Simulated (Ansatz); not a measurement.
Relaxed SiC (wurtzite):

```yaml
crystal:
  lattice:
    - [3.09195, 0.00000, 0.00000]
    - [-1.54598, 2.67771, 0.00000]
    - [0.00000, 0.00000, 5.07427]
  atoms:
    - { symbol: Si, position: [0.66667, 0.33333, 0.00052] }
    - { symbol: Si, position: [0.33333, 0.66667, 0.50052] }
    - { symbol: C, position: [0.66667, 0.33333, 0.62468] }
    - { symbol: C, position: [0.33333, 0.66667, 0.12468] }
```

In each cell atom 4 (C, nearest neighbour Si at 1.893 Å; its periodic images, 3.1 Å or more away, move with it) moves by s·(0.577, 0.577, 0.577) (along Cartesian [111]), the rest being held.

Computed with PBE (plane waves to 420 eV, PAW, scalar-relativistic; Ansatz, an electronic-structure program). k mesh 10×10×5 (Γ-centred), Fermi-Dirac smearing 0.05 eV. The energy includes the smearing's −TS. Stress and pressure are positive under compression. Left out: 1 of 11 points, with atoms too close for the PAW data. F∥ is the force on the atom along that direction. F⊥ is the part of the force across the line. SiC was relaxed with its symmetry unable to fall. The zero of ΔE is the undisplaced structure.

```tsv
s (Å)	ΔE (meV/cell)	F∥ (eV/Å)	P (GPa)	|F⊥| (eV/Å)
-0.456	3287	18.135	21.6	6.300
-0.342	1634	11.255	10.8	2.902
-0.228	648	6.308	4.3	1.025
-0.114	146	2.687	1.0	0.193
0.000	0	0.000	0.0	0.000
0.114	120	-2.000	0.7	0.487
0.228	436	-3.476	2.6	1.430
0.342	896	-4.539	5.4	2.756
0.456	1458	-5.263	8.7	4.384
0.570	2085	-5.683	12.2	6.217
```

Derived quantities:

The energy at s = 0.570 Å comes out as 2085 meV/cell, the force along the line at s = -0.456 Å is 18.1 eV/Å and the force constant k = d²E/ds² at s = 0 (finite differences) comes out as 20.3 eV/Å². Symmetry of the curve: not even: the negative side lies higher at ±0.456 Å. Shape of the curve: a single well with its minimum at or next to zero displacement. Harmonic estimate at the end of the scan: ½ks² = 3291 meV/cell against the computed 2085 meV/cell, so the well is softer than harmonic there.

(For displaced atoms, the force is minus the slope of the energy, and its curvature is a force constant, which sets phonon frequencies.)
